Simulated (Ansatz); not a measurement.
**Sb2W: from a first guess to the relaxed fluorite type**

First guess:

```yaml
crystal:
  lattice:
    - [0.00000, 3.25503, 3.25503]
    - [3.25503, 0.00000, 3.25503]
    - [3.25503, 3.25503, 0.00000]
  atoms:
    - { symbol: W, position: [0.00000, 0.00000, 0.00000] }
    - { symbol: Sb, position: [0.25000, 0.25000, 0.25000] }
    - { symbol: Sb, position: [0.75000, 0.75000, 0.75000] }
```

The calculation used Ansatz 0.2.0, DFT, PBE, PAW with Ansatz's default frozen-core files, scalar-relativistic.

Cell and atoms relax within the symmetry of the start on a 10×10×10 k mesh with 0.08 eV Fermi–Dirac smearing.

The start is built from a prototype, known or not as a phase of this compound; the cutoff is 420 eV.

No spin–orbit coupling, which matters for the heavy atoms here.

Problem. What is the pressure of the first guess?

Solution. 5.85 GPa.

Problem. What does it relax to?

Solution. a = 6.623 Å, b = 6.623 Å, c = 6.623 Å, α = 90.00°, β = 90.00°, γ = 90.00° (conventional cell), 24.21 Å³ per atom:
```xyz
3
Lattice="0.0000 3.3116 3.3116 3.3116 0.0000 3.3116 3.3116 3.3116 0.0000" Properties=species:S:1:pos:R:3 pbc="T T T"
W     0.0000    0.0000    0.0000
Sb    1.6558    1.6558    1.6558
Sb    4.9674    4.9674    4.9674
```

Problem. How much energy does the relaxation release?

Solution. 21 meV/atom.
